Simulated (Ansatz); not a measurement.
Put TiMnC₄N₄ in P-43m (No. 215): Ti on 1b; Mn on 1a; C on 4e; N on 4e. Recipe of this trial structure of TiMnC₄N₄: two interpenetrating cyanide-bridged diamond nets.

Level of theory: DFT PBE, scalar-relativistic, plane waves, PAW (Ansatz 0.2.0). Cutoff 420 eV, Γ-centred mesh, Gaussian smearing, collinear spin.

Formation energies are uncorrected and refer to the elements' standard structures at the same level (N₂ as a molecule).

Q: Predict the relaxed structure.

A:

Space group P-43m (No. 215). a = 5.868 Å, b = 5.868 Å, c = 5.868 Å, α = 90.00°, β = 90.00°, γ = 90.00°
```
atom  site  symmetry       x       y       z
  Ti    1b      -43m  0.5000  0.5000  0.5000
  Mn    1a      -43m  0.0000  0.0000  0.0000
   C    4e       .3m  0.1905  0.1905  0.1905
   N    4e       .3m  0.3077  0.3077  0.3077
```

Ti is surrounded by 4 N at 1.95 Å; around Mn lie 4 C at 1.94 Å; around C lie 1 N at 1.19 Å and 1 Mn at 1.94 Å; N has 1 C at 1.19 Å and 1 Ti at 1.95 Å. Another local minimum with the same sites may exist.

Q: Where does its energy lie, and is it a metal?

A: The energy over the elements is +0.142 eV/atom, the gap on the 6×6×6 mesh of the 10-atom cell is 0.10 eV and the net moment per atom is 0.30 μB. The moment by site is Ti 0.4; Mn -2.5 μB. The separate elements lie lower, so it is unstable against them.

The last run used collinear spin and Gaussian smearing of 0.01 eV. Kohn–Sham gaps at this level usually fall short of measured ones. The reference form of C is held partly by dispersion forces, which this level lacks. The magnetic state reached may not be the lowest. Small gaps are read on the mesh alone, and bands can cross between its points. A structure relaxed within its symmetry needn't be a true minimum. Site moments count only spheres around the atoms; the net moment includes the space between them.
